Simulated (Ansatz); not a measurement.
# CsRb2CrF6: single run (Ansatz)

Input:

```yaml
crystal:
  lattice:
    - [0.0, 4.455141, 4.455141]
    - [4.455141, 0.0, 4.455141]
    - [4.455141, 4.455141, 0.0]
  atoms:
    - { symbol: F, position: [0.78, 0.22, 0.22] }
    - { symbol: F, position: [0.22, 0.78, 0.22] }
    - { symbol: F, position: [0.22, 0.78, 0.78] }
    - { symbol: F, position: [0.78, 0.22, 0.78] }
    - { symbol: F, position: [0.22, 0.22, 0.78] }
    - { symbol: F, position: [0.78, 0.78, 0.22] }
    - { symbol: Rb, position: [0.25, 0.25, 0.25] }
    - { symbol: Rb, position: [0.75, 0.75, 0.75] }
    - { symbol: Cs, position: [0.5, 0.5, 0.5] }
    - { symbol: Cr, position: [0.0, 0.0, 0.0] }
  symmetry: { tolerance: 0.0003 }
kpoints:
  mp_grid: { grid: [4, 4, 4], shift: [0, 0, 0] }
magnetization:
  spin_polarized: false
scf:
  occupations: { method: fermi_dirac, width: 0.0879 }
  initial_density: { chi_scale: 0.1 }
  n_extra_bands: 8
hamiltonian:
  pseudopotentials: { kind: paw }
  xc: pbe
basis:
  ecutwfc: 420
output:
  forces: true
  stress: true
  eigenvalues: true
```

Run with:

```bash
ansatz run input.yaml --threads 1 --pin off --max-ram 2560MiB --backend cpu --events-out ev --progress --plain --runs-dir out
```

Origin of the cell: a known structure type with other elements, at an estimated volume, so it need not be a known compound.

Output (shortened):

```
SCF iter   1: F=—  HF=-20450.760170 eV  Δρ=1.59e-1  dr2=3.89e1  defer=1
SCF iter   2: F=—  HF=-20443.524903 eV  Δρ=5.25e-2  dr2=7.03e0  defer=6
SCF iter   3: F=—  HF=-20441.689736 eV  Δρ=1.75e-2  dr2=1.46e0  defer=7
SCF iter   4: F=—  HF=-20441.132298 eV  Δρ=7.38e-3  dr2=1.89e-1  defer=7
SCF iter   5: F=—  HF=-20441.092989 eV  Δρ=2.89e-3  dr2=2.53e-2  defer=7
SCF iter   6: F=—  HF=-20441.095290 eV  Δρ=8.12e-4  dr2=2.38e-3  defer=7
SCF iter   7: F=—  HF=-20441.095971 eV  Δρ=2.57e-4  dr2=2.32e-4  defer=7
SCF iter   8: F=—  HF=-20441.096073 eV  Δρ=7.32e-5  dr2=2.06e-5  defer=7
SCF iter   9: F=—  HF=-20441.096332 eV  Δρ=2.56e-5  dr2=2.20e-6  defer=7
SCF iter  10: F=—  HF=-20441.096332 eV  Δρ=8.19e-6  dr2=3.10e-7  defer=7
SCF iter  11: F=-20441.096332 eV  HF=-20441.096332 eV  Δρ=4.50e-6  dr2=5.19e-8
SCF 1 converged in 11 iterations: F = -20441.096332 eV  dr2 = 5.19e-8
SCF converged after 11 iterations
Free energy (F): -20441.096332 eV
Harris-Foulkes:  -20441.096332 eV  (|F-HF|=2.24e-8)
Internal energy: -20440.737338 eV  (E = F + TS)
E sigma→0 (E₀):  -20440.916835 eV
Entropy (-TS):   -0.358994 eV (-35.899 meV/atom)
Fermi energy:    7.058608 eV
--- Per-component energies (eV) ---
  E_band       = -638.761270
  E_kinetic    = 2116.124012
  E_local      = -7691.740574  (includes V_loc(G=0)·N_el)
  E_nonlocal   = 896.644909
  E_hartree    = 2981.935258
  E_xc         = -1058.259713
  E_vxc        = -1197.597287  (∫ρ·V_xc dr)
  E_paw        = -12698.810679  (= ΣΔE_a)
  E_vpaw       = -726.072599  (= ΣTr[D̂ρ^β])
  E_aug_tail   = 0.012750  (compensation charges beyond the density's cutoff)
  E_ewald      = -4986.643302
  E_smearing   = -0.358994  (= −TS)
  Σ components = -20441.096332   (vs F -20441.096332, Δ=0.00e0)
--- Forces (eV/Å), atoms counted from 1 ---
  atom   1  F     -1.915097     0.000000    -0.000000
  atom   2  F     -0.000000    -1.915097    -0.000000
  atom   3  F      1.915097    -0.000000    -0.000000
  atom   4  F      0.000000     1.915097    -0.000000
  atom   5  F      0.000000    -0.000000    -1.915097
  atom   6  F      0.000000     0.000000     1.915097
  atom   7  Rb    -0.000000     0.000000    -0.000000
  atom   8  Rb    -0.000000    -0.000000     0.000000
  atom   9  Cs     0.000000     0.000000     0.000000
  atom  10  Cr     0.000000     0.000000     0.000000
  max |Σ_I F_I| component: 4.45e-16 eV/Å
--- Stress (GPa, compression-positive) ---
        6.015863      -0.000000      -0.000000
       -0.000000       6.015863      -0.000000
       -0.000000      -0.000000       6.015863
  P = ⅓ Tr σ = 6.0159 GPa (60.159 kbar)
```

Caveats: no spin polarisation, so a magnetic state may lie lower; the k mesh is coarse if the cell is a metal.

Time: 3.2 s on 1 thread of Intel(R) Xeon(R) 6975P-C (Granite Rapids) (shared host), peak memory 0.51 GiB, from the program's own first density.
